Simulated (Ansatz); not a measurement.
## Ga3Se: from a guess to a relaxed structure

All numbers below come from DFT PBE, scalar-relativistic, plane waves, PAW (Ansatz 0.2.0). Cutoff 420 eV, Gaussian smearing, Γ-centred meshes. Cell and atoms relax first on a coarse mesh and then on a finer one. In between, the cell is made exact in the group found at 0.06 Å. In metals the finer mesh still leaves noise of several meV/atom or more. The steps can't lower the symmetry of their start. No spin polarisation.

A trial structure of Ga3Se was built thus: random cell by space group and Wyckoff sites (P4/mmm, No. 123). Its size is a rough estimate.

```yaml
crystal:
  lattice:
    - [3.90851, 0.00000, 0.00000]
    - [0.00000, 3.90851, 0.00000]
    - [0.00000, 0.00000, 5.63062]
  atoms:
    - { symbol: Ga, position: [0.00000, 0.50000, 0.50000] }
    - { symbol: Ga, position: [0.50000, 0.00000, 0.50000] }
    - { symbol: Ga, position: [0.50000, 0.50000, 0.00000] }
    - { symbol: Se, position: [0.00000, 0.00000, 0.00000] }
```

Formation energies are uncorrected and refer to the elements' standard structures at the same level.

Task: Where does the relaxation end?

Result: The symmetry stays P4/mmm (No. 123). The volume per atom shrinks by 0.5 %, from 21.5 to 21.4 Å³. The shortest distance goes from 2.76 Å (Ga–Se and Ga–Ga) to 3.09 Å (Ga–Se and Ga–Ga). The ratio c/a of the conventional cell changes by a factor of 0.71. Conventional cell: a = 4.371 Å, c = 4.479 Å. Ga on a site of symmetry mmm has 8 Ga at 3.09–3.13 Å and 4 Se at 3.13 Å; Ga on a site of symmetry 4/mmm has 4 Se at 3.09 Å and 8 Ga at 3.13 Å; around Se lie 12 Ga at 3.09–3.13 Å.

```cif
data_structure
_symmetry_space_group_name_H-M 'P 1'
_symmetry_Int_Tables_number 1
_cell_length_a 4.3709
_cell_length_b 4.3709
_cell_length_c 4.4789
_cell_angle_alpha 90.000
_cell_angle_beta 90.000
_cell_angle_gamma 90.000
_cell_volume 85.57
loop_
_atom_site_label
_atom_site_type_symbol
_atom_site_fract_x
_atom_site_fract_y
_atom_site_fract_z
_atom_site_occupancy
Ga1 Ga 0.00000 0.50000 0.50000 1
Ga2 Ga 0.50000 0.00000 0.50000 1
Ga3 Ga 0.50000 0.50000 0.00000 1
Se1 Se 0.00000 0.00000 0.00000 1
```

Task: How does it come out in energy, and is it a metal?

Result: The formation energy is −0.05 eV/atom. The gap on the 12×12×10 mesh of the 4-atom cell is 0 eV (a metal).

Whether it is stable depends on the other phases of the system, which aren't compared here.

The last run used Gaussian smearing of 0.10 eV. An odd number of electrons in the primitive cell allows no gap without spin; a larger cell or a magnetic state could open one. The reference form of Se is held partly by dispersion forces, which this level lacks. Symmetry constrained the relaxation, so the result can be a saddle point.
